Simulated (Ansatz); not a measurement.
The elements of this relaxed trial crystal are hidden behind letters.

```
lattice vectors (Å)
   3.1580    0.0000    0.0000
   0.0000    4.9552    0.0000
   0.0000    0.0000    6.9925
fractional positions
X 0.0000 0.2108 0.0000
X 0.0000 0.7892 0.0000
Z 0.5000 0.0000 0.3008
Z 0.5000 0.0000 0.6992
Q 0.5000 0.5000 0.0000
```

These are results of Ansatz, DFT PBE, scalar-relativistic, plane waves, PAW, not measurements. Plane waves to 420 eV, a 12×8×6 mesh through Γ for the 5-atom cell and 0.10 eV Gaussian smearing; no spin polarisation.

- Space group: Pmmm (No. 47)
- Conventional cell: a = 3.158 Å, b = 4.955 Å, c = 6.992 Å
- Volume per atom: 21.88 Å³
- Density: 4.17 g/cm³
- Formation energy: +0.10 eV/atom
- Gap on the 12×8×6 mesh of the 5-atom cell: 0 eV (a metal)

Energies are uncorrected and count from the elements' standard states at the same level.

Question: X is an s-block element of period 2, Z is a d-block element of period 5 and Q is a p-block element of period 3. Which elements are they?

Answer: X = Be, Z = Cd, Q = S, so the formula is Be2Cd2S. Density times volume gives a mean mass of 4.17 × 21.88/1.6605 = 54.9 u per atom, and this set has 55.0 u. Be is surrounded by 1 Be at 2.09 Å, 2 S at 2.13 Å and 4 Cd at 2.83 Å; Cd is surrounded by 1 Cd at 2.79 Å, 4 Be at 2.83 Å, 2 Cd at 3.16 Å and 2 S at 3.25 Å; around S lie 4 Be at 2.13 Å, 2 S at 3.16 Å and 4 Cd at 3.25 Å. Other sets within the hints have nearly the same mass, so mass alone doesn't settle it; this one was computed.

Symmetry constrained the relaxation, so the result can be a saddle point. Another cell of Be2Cd2S relaxed alike, in P4mm, lies 175 meV/atom lower, so this cell isn't the stable form at this level.
